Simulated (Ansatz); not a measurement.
**EuSb, relaxed from a wurtzite start to space group P6_3/mmc (read at 0.02 Å)**

Method: PBE+U (U_eff = 6 eV on Eu 4f), scalar-relativistic; collinear spin; PAW, 420 eV, Γ-centred 6×6×6 mesh, 0.05 eV Gaussian smearing; code Ansatz; PAW files: Ansatz's generated set soft_2.

```
Eu Sb
1.0
     5.69747    0.00000    0.00000
    -2.84874    4.93415    0.00000
     0.00000    0.00000    6.45459
Eu Sb
2 2
Direct
  0.66667 0.33333 0.06260
  0.33333 0.66667 0.56260
  0.66667 0.33333 0.56260
  0.33333 0.66667 0.06260
```

This is a trial structure: such lanthanide and actinide compounds mostly take the rock-salt structure.

Magnetic state: ferromagnetic, site spin moments Eu 6.91 μB.

Q: Which orbitals carry the states at the Fermi level, and how many states are there?

A: Within 0.1 eV of it: Sb 5p 68 %, Eu 5d 28 % (shares among the projected shells). The density of states at the Fermi level is about 5.8 states/eV per cell, averaged over 0.3 eV.

Density of states (tetrahedra, averaged over 0.3 eV; states/eV per cell of 4 atoms; energy in eV from the Fermi level; projections on Löwdin-orthogonalised atomic orbitals, summed over sites):

| E | total | Eu 4f up | Sb 5p | Eu 5d up | Eu 5d down | Sb 5s |
| --- | --- | --- | --- | --- | --- | --- |
| -7.60 | 9.3 | 0.0 | 0.0 | 0.7 | 0.7 | 7.3 |
| -7.30 | 0.2 | 0.0 | 0.0 | 0.0 | 0.0 | 0.1 |
| -7.00 | 0.0 | 0.0 | 0.0 | 0.0 | 0.0 | 0.0 |
| -6.70 | 0.0 | 0.0 | 0.0 | 0.0 | 0.0 | 0.0 |
| -6.40 | 0.0 | 0.0 | 0.0 | 0.0 | 0.0 | 0.0 |
| -6.10 | 0.0 | 0.0 | 0.0 | 0.0 | 0.0 | 0.0 |
| -5.80 | 0.0 | 0.0 | 0.0 | 0.0 | 0.0 | 0.0 |
| -5.50 | 0.0 | 0.0 | 0.0 | 0.0 | 0.0 | 0.0 |
| -5.20 | 0.0 | 0.0 | 0.0 | 0.0 | 0.0 | 0.0 |
| -4.90 | 0.0 | 0.0 | 0.0 | 0.0 | 0.0 | 0.0 |
| -4.60 | 0.0 | 0.0 | 0.0 | 0.0 | 0.0 | 0.0 |
| -4.30 | 0.0 | 0.0 | 0.0 | 0.0 | 0.0 | 0.0 |
| -4.00 | 0.0 | 0.0 | 0.0 | 0.0 | 0.0 | 0.0 |
| -3.70 | 0.0 | 0.0 | 0.0 | 0.0 | 0.0 | 0.0 |
| -3.40 | 0.0 | 0.0 | 0.0 | 0.0 | 0.0 | 0.0 |
| -3.10 | 0.0 | 0.0 | 0.0 | 0.0 | 0.0 | 0.0 |
| -2.80 | 0.0 | 0.0 | 0.0 | 0.0 | 0.0 | 0.0 |
| -2.50 | 0.0 | 0.0 | 0.0 | 0.0 | 0.0 | 0.0 |
| -2.20 | 0.9 | 0.2 | 0.5 | 0.2 | 0.0 | 0.0 |
| -1.90 | 4.0 | 1.4 | 1.6 | 0.3 | 0.1 | 0.0 |
| -1.60 | 38.7 | 35.3 | 2.3 | 0.2 | 0.3 | 0.0 |
| -1.30 | 10.8 | 7.9 | 1.9 | 0.2 | 0.3 | 0.0 |
| -1.00 | 3.7 | 0.6 | 2.2 | 0.3 | 0.2 | 0.0 |
| -0.70 | 7.2 | 0.4 | 5.1 | 0.9 | 0.4 | 0.0 |
| -0.40 | 9.5 | 0.3 | 6.7 | 1.1 | 1.1 | 0.0 |
| -0.10 | 6.0 | 0.2 | 4.0 | 0.8 | 0.9 | 0.0 |
| 0.20 | 3.8 | 0.1 | 2.7 | 0.4 | 0.5 | 0.0 |
| 0.50 | 1.6 | 0.0 | 1.3 | 0.2 | 0.1 | 0.0 |
| 0.80 | 0.2 | 0.0 | 0.2 | 0.0 | 0.0 | 0.0 |
| 1.10 | 0.0 | 0.0 | 0.0 | 0.0 | 0.0 | 0.0 |
| 1.40 | 0.0 | 0.0 | 0.0 | 0.0 | 0.0 | 0.0 |
| 1.70 | 0.1 | 0.0 | 0.0 | 0.1 | 0.0 | 0.0 |
| 2.00 | 0.5 | 0.0 | 0.0 | 0.4 | 0.0 | 0.0 |
| 2.30 | 1.2 | 0.0 | 0.0 | 0.9 | 0.2 | 0.0 |
| 2.60 | 2.4 | 0.0 | 0.1 | 1.5 | 0.6 | 0.0 |
| 2.90 | 3.9 | 0.0 | 0.2 | 1.9 | 1.2 | 0.1 |
| 3.20 | 4.4 | 0.0 | 0.2 | 1.5 | 1.8 | 0.1 |
| 3.50 | 3.6 | 0.0 | 0.2 | 1.2 | 1.4 | 0.1 |
| 3.80 | 5.2 | 0.0 | 0.3 | 2.7 | 1.1 | 0.1 |
| 4.10 | 4.6 | 0.0 | 0.3 | 2.4 | 0.7 | 0.1 |
| 4.40 | 8.1 | 0.0 | 0.5 | 3.3 | 2.3 | 0.2 |
| 4.70 | 7.6 | 0.0 | 0.7 | 3.2 | 1.9 | 0.2 |
| 5.00 | 7.9 | 0.0 | 0.9 | 3.0 | 2.1 | 0.2 |
| 5.30 | 6.7 | 0.0 | 0.8 | 1.0 | 3.0 | 0.2 |
| 5.60 | 7.1 | 0.0 | 0.8 | 1.0 | 3.0 | 0.3 |
| 5.90 | 5.0 | 0.0 | 0.6 | 0.5 | 2.3 | 0.2 |

For elements this heavy, spin–orbit coupling would shift levels and gaps; it isn't included here. The run wasn't fully tested for a lower electronic state. Site moments are of spin, integrated over atomic spheres. A U of this size is made for insulators; in a metal, as here, it tends to take f weight out of the bonding and to swell the cell.
